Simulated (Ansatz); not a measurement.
**CdS: from a starting cell to a relaxed one**

The start is a relaxed CdS cell with every coordinate shifted by Gaussian noise of σ = 0.3 Å. The cell and all atomic positions are relaxed at zero pressure with PBE (plane waves to 420 eV, PAW, scalar-relativistic; Ansatz, a program for electronic structure). The first steps use a coarse 6×6×4 k-mesh.

Input geometry:
```
CdS
1.0
    4.19594     0.00000     0.00000
   -2.09797     3.63379     0.00000
    0.00000     0.00000     6.83129
Cd S
2 2
Direct
  0.22608   0.64627   0.09363
  0.70649   0.27236   0.50626
  0.32714   0.72713   0.41042
  0.80473   0.40132   0.96423
```

Q: How do the shortest distances between atoms change?

A: The closest pairs of elements (up to four, under 3.6 Å), start → end: Cd–S 1.77 → 2.57 Å; Cd–Cd 3.43 → 4.19 Å.

Q: What band gap does the relaxed structure have at this level?

A: 1.11 eV, direct at Γ (no spin-orbit coupling).

Final values are on a 9×9×5 k-mesh of the relaxed cell. The start holds a very short contact (Cd–S 1.77 Å). No spin polarisation in the result.
